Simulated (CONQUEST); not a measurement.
A self-consistent single point of C (R-3m, 24 atoms in the cell; from Materials Project mp-2516584) with CONQUEST.

Computed with LDA (PW92), numerical atomic orbitals double-zeta with polarisation (the shipped basis), PseudoDojo norm-conserving potentials made for LDA (CONQUEST 1.3).

```
CELL_PARAMETERS angstrom
      2.46638     0.00000     0.00000
      0.00000     4.27190     0.00000
      0.00000     0.00000    24.84785
ATOMIC_POSITIONS crystal
  C  0.00000 0.00000 0.91283
  C  0.00000 0.33333 0.75384
  C  0.00000 0.33333 0.91282
  C  0.00000 0.00000 0.75385
  C  0.50000 0.16667 0.24616
  C  0.00000 0.00000 0.08717
  C  0.00000 0.00000 0.24615
  C  0.50000 0.16667 0.08718
  C  0.00000 0.33333 0.57950
  C  0.50000 0.16667 0.42050
  C  0.50000 0.16667 0.57949
  C  0.00000 0.33333 0.42051
  C  0.50000 0.50000 0.91283
  C  0.50000 0.83333 0.75384
  C  0.50000 0.83333 0.91282
  C  0.50000 0.50000 0.75385
  C  0.00000 0.66667 0.24616
  C  0.50000 0.50000 0.08717
  C  0.50000 0.50000 0.24615
  C  0.00000 0.66667 0.08718
  C  0.50000 0.83333 0.57950
  C  0.00000 0.66667 0.42050
  C  0.00000 0.66667 0.57949
  C  0.50000 0.83333 0.42051
```

Reference input (self-consistent single point, DFT, LDA (PW92), numerical atomic orbitals double-zeta with polarisation (the shipped basis), PseudoDojo norm-conserving potentials made for LDA): basis = DZP; Diag.MPMeshX, Y, Z = 9 5 1; potentials = PseudoDojo norm-conserving LDA; Grid.GridCutoff = 140 Ha; DM.SolutionMethod = diagon; Diag.kT = 0.003675 Ha; Diag.GammaCentred = true; minE.SCTolerance = 1.0e-06; SC.MaxIters = 100; SC.LinearMixingFactor = 0.5; SC.KerkerPreCondition = true; SC.KerkerFactor = 0.1 1/bohr. This run's input differs from it in these lines:

```diff
@@ -16,4 +16,4 @@
 Diag.MPMesh                    T
-Diag.MPMeshX                   9
-Diag.MPMeshY                   5
+Diag.MPMeshX                   3
+Diag.MPMeshY                   2
 Diag.MPMeshZ                   1
```

Output, abridged:

```
    PulayMixSC: Starting Pulay mixing, A_up =  0.500 A_dn =  0.500
    PulayMixSC: Spin non-polarised calculation.
    PulayMixSC: with Kerker preconditioning, q0 =  0.100
          Harris-Foulkes Energy            :      -144.841781031082462 Ha
          Free Energy (E-TS)               :      -144.859810056876967 Ha
    PulayMixSC: Pulay iteration     1 residual:              0.47228E-02
          Harris-Foulkes Energy            :      -144.497672058673203 Ha
          Free Energy (E-TS)               :      -144.514544453097557 Ha
    PulayMixSC: Pulay iteration     2 residual:              0.21282E-02
   [... lines left out ...]
          Free Energy (E-TS)               :      -144.433420705292093 Ha
    PulayMixSC: Pulay iteration    10 residual:              0.22678E-05
          Harris-Foulkes Energy            :      -144.417652859572371 Ha
          Free Energy (E-TS)               :      -144.433420722557145 Ha
    PulayMixSC: Pulay iteration    11 residual:              0.13434E-05
          Harris-Foulkes Energy            :      -144.417652186652731 Ha
          Free Energy (E-TS)               :      -144.433420540923635 Ha
    PulayMixSC: Pulay iteration    12 residual:              0.93528E-06
    PulayMixSC: Reached SCF tolerance of  0.93528E-06 after     12 iterations
      | Number of electrons      =        96.000046
      | GS Energy as E-(1/2)TS   =      -144.425536363788183 Ha
      | Free Energy as E-TS      =      -144.433420540923635 Ha
      |* Harris-Foulkes energy   =      -144.417652186652731 Ha
      |* DFT total energy        =      -144.417651833776688 Ha

    force: Forces on atoms (Ha/a0)
    force:  Atom   X              Y              Z
    force:     1  -0.0000000671  -0.0132356473  -0.0007973210
    force:     2  -0.0000009418   0.0132381915   0.0007432356
    force:     3  -0.0000009182   0.0132278197  -0.0008320530
    force:     4  -0.0000000670  -0.0132287283   0.0007725848
    force:     5  -0.0000009418  -0.0132381915  -0.0007432356
    force:     6  -0.0000000671   0.0132356473   0.0007973210
   [... lines left out ...]
    force:    24  -0.0000009853  -0.0132265032   0.0007742177

    force: Maximum force :        0.01323819(Ha/a0) on atom         2 in y direction
    force: Force Residual:        0.01325495 Ha/a0
    force: Total stress:          0.27779964    -6.14077220     2.69291749 GPa
    force: Average pressure:      1.05668502 GPa

    get_E_and_F: Change in energy during last step of electronic optimisation:  0.67292E-06
```

The run converged in 12 iterations. CONQUEST prints the stress tensor with tension positive. Against the reference run the free energy rises by 156 meV/atom, the pressure goes from -0.64 to 1.06 GPa and the largest force goes from under 0.1 to 0.68 eV/Å.

The program uses no crystal symmetry, so grid and mesh can part values that symmetry would make equal. The atom-centred basis is finite, which shifts total energies, pressures and forces against plane waves. This run is one point of a test of settings, so its values need not be converged; read them against the reference run alone. The structure comes from a collection of computed structures, made at another level of theory; the collection holds predicted forms beside known ones. No clean gap shows at this smearing width and mesh (spacing up to 0.85 Å⁻¹); the mesh is coarse for partly filled bands, so the values carry mesh errors. Semi-local functionals can close small gaps.

Cost on one core: around 100 core-seconds (rough).
